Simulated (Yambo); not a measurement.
Cs2NaInF6 (space group Fm-3m, No. 225), G0W0@LDA (Yambo, plasmon pole, terminator in G, 2×2×2 mesh): gap L → Γ in eV by bands and screening block.

| bands (W and G) | 2 Ry | 3 Ry | 5 Ry | 6 Ry | 8 Ry |
|---|---|---|---|---|---|
| 84 | 10.28 | 9.80 | 9.57 | 9.54 | ___ |
| 128 | 9.87 | 9.39 | 9.18 | 9.17 | 9.15 |
| 185 | ___ | 9.20 | 9.00 | 8.98 | 8.98 |
| 257 | 9.63 | 9.11 | 8.92 | 8.91 | 8.91 |
| 331 | 9.60 | ___ | 8.87 | 8.87 | 8.87 |

Question: Estimate the withheld gaps from their neighbours; the computed values follow.

Answer: 
- 84, 8 Ry: 9.51
- 185, 2 Ry: 9.70
- 331, 3 Ry: 9.07

The largest settings aren't shown to be the converged limit.

The standard potential for In keeps a d shell in the valence without the s and p states of that shell. In tests on such compounds this moved G0W0 gaps by up to about 0.9 eV, so absolute quasiparticle energies here are unreliable; differences between settings are what counts.

Spin-orbit coupling is not included.

Geometry of the Materials Project entry, not relaxed at this level; primitive cell a = 6.274 Å, b = 6.274 Å, c = 6.274 Å, α = 60.00°, β = 60.00°, γ = 60.00°.
